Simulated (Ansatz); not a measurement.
Relaxed CdSe (wurtzite):

```yaml
crystal:
  lattice:
    - [4.38272, 0.00000, 0.00000]
    - [-2.19136, 3.79554, 0.00000]
    - [0.00000, 0.00000, 7.15447]
  atoms:
    - { symbol: Cd, position: [0.66667, 0.33333, 0.00047] }
    - { symbol: Cd, position: [0.33333, 0.66667, 0.50047] }
    - { symbol: Se, position: [0.66667, 0.33333, 0.62473] }
    - { symbol: Se, position: [0.33333, 0.66667, 0.12473] }
```

In each cell atom 4 (Se, nearest neighbour Cd at 2.682 Å; its periodic images, 4.4 Å or more away, move with it) moves by s·(0.577, 0.577, 0.577) (along Cartesian [111]), the rest being held.

Calculation: PBE (plane waves to 420 eV, PAW, scalar-relativistic; Ansatz, a quantum-chemistry and plane-wave program). k mesh 7×7×4 (Γ-centred), Fermi-Dirac smearing 0.05 eV. E stands for the smeared free energy. Left out: 1 of 11 points, with atoms too close for the PAW data. F∥ is the force on the atom along that direction. CdSe was relaxed with its symmetry unable to fall. The zero of ΔE is the undisplaced structure.

### Question
What ΔE (meV/cell) and F∥ (eV/Å) does the calculation give at s (Å) = -0.640, -0.480, -0.320, 0.160, 0.640, 0.800?

### Answer
```tsv
s (Å)	ΔE (meV/cell)	F∥ (eV/Å)
-0.640	1938	8.442
-0.480	904	4.768
-0.320	340	2.457
0.160	58	-0.683
0.640	691	-1.748
0.800	979	-1.827
```

(A displaced cell: forces are minus the slopes of the energy, force constants its curvatures, and phonons follow from these.)
